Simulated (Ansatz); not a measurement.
Consider the following.

CuCl:
```cif
data_Cl4Cu4
_chemical_formula_sum 'Cu4 Cl4'
_space_group_name_H-M_alt 'P 1'
_space_group_IT_number 1
_cell_length_a 7.22688
_cell_length_b 3.73494
_cell_length_c 5.51527
_cell_angle_alpha 90.000
_cell_angle_beta 90.000
_cell_angle_gamma 90.000
loop_
_space_group_symop_operation_xyz
  'x, y, z'
loop_
_atom_site_label
_atom_site_type_symbol
_atom_site_fract_x
_atom_site_fract_y
_atom_site_fract_z
_atom_site_occupancy
Cu1 Cu 0.12132 0.25000 0.03956 1
Cu2 Cu 0.37868 0.75000 0.53956 1
Cu3 Cu 0.87868 0.75000 0.96044 1
Cu4 Cu 0.62132 0.25000 0.46044 1
Cl1 Cl 0.87035 0.25000 0.72925 1
Cl2 Cl 0.62965 0.75000 0.22925 1
Cl3 Cl 0.12965 0.75000 0.27075 1
Cl4 Cl 0.37035 0.25000 0.77075 1
```

This is the PBEsol-relaxed structure.

Task: All from PBEsol in the plane-wave PAW code Ansatz, unless another level is named. Estimate the band gap.

Result: 0.64 eV (direct).

Task: Next, the hole effective mass?

Result: 0.36, 1.8, 9.5 mₑ (principal values).

Task: And the valence-band maximum?

Result: at Γ.

Space group Pnma. The start of the workflow was typed in or built on a structure type; neither database checked (COD, Materials Project) lists it. It is not the phase usual at ambient conditions (space group No. 216). The cell was relaxed with PBEsol under the symmetry of its start; of distortions, only those at the zone centre were tested, and some modes there are weakly imaginary. The workflow began spin-polarised and lost its moments.

Potentials: the later of the program's two PAW sets.
